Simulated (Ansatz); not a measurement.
The relaxed structure here is a generated cell of NiGe: the first start was made by placing the elements on the sites of a structure type, and the end was not matched to a known phase here, so it may be hypothetical.

One starting cell of NiGe (a generated cell, NiGe built in the AFLOW prototype AB_hP12_186_a2b_a2b (B6, as in SiC)) was relaxed twice with Ansatz (plane waves, PAW, scalar-relativistic): with r2SCAN at 500 eV and with PBE at 420 eV. The r2SCAN result:

NiGe is modelled in the hexagonal space group P6₃mc (No. 186), Pearson symbol hP12. Lattice parameters: a = b = 2.8522 Å, c = 24.2675 Å, α = β = 90.00°, γ = 120.00°. Ge1 on 2a sees 4 Ni at 2.329–2.379 Å and 6 Ge at 2.852 Å. Ge2 on 2b sees 4 Ni at 2.333–2.378 Å and 6 Ge at 2.852 Å. Ge3 on 2b is surrounded by 4 Ni at 2.328–2.376 Å and 6 Ge at 2.852 Å. Ni1 on 2a sees 4 Ge at 2.329–2.378 Å. Ni2 on 2b is coordinated by 4 Ge at 2.333–2.376 Å. Ni3 on 2b has 4 Ge at 2.328–2.379 Å. (Neighbours: up to the widest gap in distance over summed covalent radii, below 1.35, at either atom; cation-cation and far metal-metal contacts left out.)

```tsv
quantity	r2SCAN	PBE
space group	P6₃mc	P6₃mc
volume (Å³/atom)	14.25	…
a (Å)	2.852	…
c (Å)	24.268	…
gap (eV, no spin-orbit coupling)	0.00	…
```

Question: Fill in the PBE column.

Answer: 
- volume (Å³/atom), PBE: 14.71
- a (Å), PBE: 2.880
- c (Å), PBE: 24.579
- gap (eV, no spin-orbit coupling), PBE: 0.00

Both levels end in the same structure; PBE's volume is 3.3 % larger. Neither column is exact.

No spin polarisation in the result. A magnetic state may lie lower.

The run could not lose the symmetry of its start: the end is stationary, and may be a saddle point rather than a minimum.

Ansatz is a first-principles code.
